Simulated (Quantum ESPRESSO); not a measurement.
Si6AlP, input and log of a self-consistent run

A calculation, not a measurement. The program is pw.x of Quantum ESPRESSO 7.5 (plane-wave density functional theory). The cell is made up: 8 atoms on a zincblende/diamond lattice, with randomly drawn elements, strain and displacements, not relaxed. PseudoDojo standard norm-conserving files (v0.5 for PBE, v0.4.1 for LDA and PBEsol) set the functional; there is no spin polarisation, spin-orbit coupling or dispersion term, and the masses in the input are unused placeholders.

Input:

```
&control calculation='scf', pseudo_dir='./dojo.nc.sr.pbe.v0_5.standard.upf', outdir='./o', disk_io='low', tprnfor=.true., tstress=.true. /
&system ibrav=0, nat=8, ntyp=3, nbnd=26, ecutwfc=44.02568797, nosym=.true., tot_charge=0,
 occupations='smearing', smearing='fd', degauss=0.0073498644
/
&electrons conv_thr=7.350e-09, electron_maxstep=60, /
ATOMIC_SPECIES
Al 1.0 Al.upf
P 1.0 P.upf
Si 1.0 Si.upf
CELL_PARAMETERS angstrom
5.3152 0.0 0.0
0.0 5.3152 0.0
0.0 0.0 5.3152
ATOMIC_POSITIONS angstrom
Si 0.0185 0.0705 0.0432
Si -0.084 2.746 2.6591
Si 2.6479 0.0484 2.6478
Si 2.6304 2.6689 0.0112
Al 1.2713 1.3233 1.3502
Si 1.3528 4.0128 3.9957
Si 4.0336 1.3462 3.9677
P 4.0369 3.9768 1.2741
K_POINTS automatic
6 6 6 1 1 1
```

The log is shortened where brackets say so; the opening notice, blank lines, dates and the lines on written files are dropped, and the path of the files is cut. It prints rydbergs, bohrs and kilobars, and counts compression as positive stress.

```
     Program PWSCF v.7.5
     Parallel version (MPI & OpenMP), running on       4 processor cores
     Number of MPI processes:                 4
     Threads/MPI process:                     1
     [start-up lines left out]
     bravais-lattice index     =            0
     lattice parameter (alat)  =      10.0443  a.u.
     unit-cell volume          =    1013.3406 (a.u.)^3
     number of atoms/cell      =            8
     number of atomic types    =            3
     number of electrons       =        32.00
     number of Kohn-Sham states=           26
     kinetic-energy cutoff     =      44.0257  Ry
     charge density cutoff     =     176.1028  Ry
     scf convergence threshold =      7.3E-09
     mixing beta               =       0.7000
     number of iterations used =            8  plain     mixing
     Exchange-correlation= PBE
                           (   1   4   3   4   0   0   0)
     [axes and pseudopotential details left out]
   Cartesian axes
     site n.     atom                  positions (alat units)
         1        Si     tau(   1) = (   0.0034806   0.0132638   0.0081276  )
         2        Si     tau(   2) = (  -0.0158037   0.5166315   0.5002822  )
         3        Si     tau(   3) = (   0.4981750   0.0091060   0.4981562  )
         4        Si     tau(   4) = (   0.4948826   0.5021260   0.0021072  )
         5        Al     tau(   5) = (   0.2391820   0.2489652   0.2540262  )
         6        Si     tau(   6) = (   0.2545154   0.7549669   0.7517497  )
         7        Si     tau(   7) = (   0.7588802   0.2532736   0.7464818  )
         8        P      tau(   8) = (   0.7595011   0.7481939   0.2397088  )
     number of k points=   108  Fermi-Dirac smearing, width (Ry)=  0.0073
     Number of k-points >= 100: set verbosity='high' to print them.
     Dense  grid:    40099 G-vectors     FFT dimensions: (  45,  45,  45)
     Estimated max dynamical RAM per process >     103.21 MB
     Estimated total dynamical RAM >     383.45 MB
     Initial potential from superposition of free atoms
     starting charge      31.9937, renormalised to      32.0000
     Starting wfcs are   32 randomized atomic wfcs
     total cpu time spent up to now is        1.7 secs
     per-process dynamical memory:    90.8 Mb
     Self-consistent Calculation
     iteration #  1     ecut=    44.03 Ry     beta= 0.70
     Davidson diagonalization with overlap
     ethr =  1.00E-02,  avg # of iterations =  5.2
     Threshold (ethr) on eigenvalues was too large:
     Diagonalizing with lowered threshold
     Davidson diagonalization with overlap
     ethr =  8.40E-04,  avg # of iterations =  2.0
     total cpu time spent up to now is        9.1 secs
     total energy              =     -69.13352988 Ry
     estimated scf accuracy    <       0.29087398 Ry
     iteration #  2     ecut=    44.03 Ry     beta= 0.70
     Davidson diagonalization with overlap
     ethr =  9.09E-04,  avg # of iterations =  2.1
     total cpu time spent up to now is       12.2 secs
     total energy              =     -69.14755239 Ry
     estimated scf accuracy    <       0.06878844 Ry
     iteration #  3     ecut=    44.03 Ry     beta= 0.70
     Davidson diagonalization with overlap
     ethr =  2.15E-04,  avg # of iterations =  4.8
     total cpu time spent up to now is       15.9 secs
     total energy              =     -69.16736396 Ry
     estimated scf accuracy    <       0.02783265 Ry
     iteration #  4     ecut=    44.03 Ry     beta= 0.70
     Davidson diagonalization with overlap
     ethr =  8.70E-05,  avg # of iterations =  4.6
     total cpu time spent up to now is       19.2 secs
     total energy              =     -69.17233415 Ry
     estimated scf accuracy    <       0.00072995 Ry
     iteration #  5     ecut=    44.03 Ry     beta= 0.70
     Davidson diagonalization with overlap
     c_bands:  2 eigenvalues not converged
     c_bands:  1 eigenvalues not converged
     ethr =  2.28E-06,  avg # of iterations = 13.0
     total cpu time spent up to now is       24.7 secs
     total energy              =     -69.17265552 Ry
     estimated scf accuracy    <       0.00009481 Ry
     iteration #  6     ecut=    44.03 Ry     beta= 0.70
     Davidson diagonalization with overlap
     ethr =  2.96E-07,  avg # of iterations =  3.1
     total cpu time spent up to now is       27.6 secs
     total energy              =     -69.17267367 Ry
     estimated scf accuracy    <       0.00000489 Ry
     iteration #  7     ecut=    44.03 Ry     beta= 0.70
     Davidson diagonalization with overlap
     ethr =  1.53E-08,  avg # of iterations =  2.9
     total cpu time spent up to now is       30.6 secs
     total energy              =     -69.17267482 Ry
     estimated scf accuracy    <       0.00000061 Ry
     iteration #  8     ecut=    44.03 Ry     beta= 0.70
     Davidson diagonalization with overlap
     ethr =  1.92E-09,  avg # of iterations =  3.3
     total cpu time spent up to now is       33.5 secs
     total energy              =     -69.17267503 Ry
     estimated scf accuracy    <       0.00000006 Ry
     iteration #  9     ecut=    44.03 Ry     beta= 0.70
     Davidson diagonalization with overlap
     ethr =  1.85E-10,  avg # of iterations =  3.1
     total cpu time spent up to now is       36.6 secs
     total energy              =     -69.17267504 Ry
     estimated scf accuracy    <       0.00000003 Ry
     iteration # 10     ecut=    44.03 Ry     beta= 0.70
     Davidson diagonalization with overlap
     ethr =  1.05E-10,  avg # of iterations =  2.0
     total cpu time spent up to now is       39.1 secs
     End of self-consistent calculation
     Number of k-points >= 100: set verbosity='high' to print the bands.
     the Fermi energy is     7.0367 ev
!    total energy              =     -69.17267505 Ry
     estimated scf accuracy    <          1.3E-09 Ry
     smearing contrib. (-TS)   =      -0.00151843 Ry
     internal energy E=F+TS    =     -69.17115662 Ry
     The total energy is F=E-TS. E is the sum of the following terms:
     one-electron contribution =      20.03336562 Ry
     hartree contribution      =       4.95173033 Ry
     xc contribution           =     -25.10208248 Ry
     ewald contribution        =     -69.05417010 Ry
     convergence has been achieved in  10 iterations
     Forces acting on atoms (cartesian axes, Ry/au):
     atom    1 type  3   force =    -0.02358007   -0.05460805   -0.05645258
     atom    2 type  3   force =     0.04320140   -0.00529362    0.01319783
     atom    3 type  3   force =     0.03526673   -0.03180175    0.00786491
     atom    4 type  3   force =     0.02307782   -0.01077712   -0.01172255
     atom    5 type  1   force =     0.02280308    0.05582013    0.03454605
     atom    6 type  3   force =    -0.01505143    0.01202548   -0.00511667
     atom    7 type  3   force =    -0.03642190    0.00162582    0.01412409
     atom    8 type  2   force =    -0.04929564    0.03300911    0.00355893
     Total force =     0.148944     Total SCF correction =     0.000046
     Computing stress (Cartesian axis) and pressure
          total   stress  (Ry/bohr**3)                   (kbar)     P=      107.14
   0.00072548   0.00007768   0.00019028          106.72       11.43       27.99
   0.00007768   0.00073275  -0.00012410           11.43      107.79      -18.26
   0.00019028  -0.00012410   0.00072665           27.99      -18.26      106.89
     init_run     :      1.62s CPU      1.67s WALL (       1 calls)
     electrons    :     37.20s CPU     37.42s WALL (       1 calls)
     forces       :      0.58s CPU      0.59s WALL (       1 calls)
     stress       :      1.99s CPU      1.99s WALL (       1 calls)
     [timing details left out]
     PWSCF        :     41.46s CPU     41.76s WALL
     JOB DONE.
```

In other units: free energy -941.142 eV for the cell, pressure 10.71 GPa, largest force component 1.451 eV/Å. A rerun of a related cell, with the same atoms placed differently, at 838 eV and a 8 x 8 x 8 mesh moved values by no more than 0.002 eV in energy, 0.02 GPa in stress and 0.003 eV/Å in force.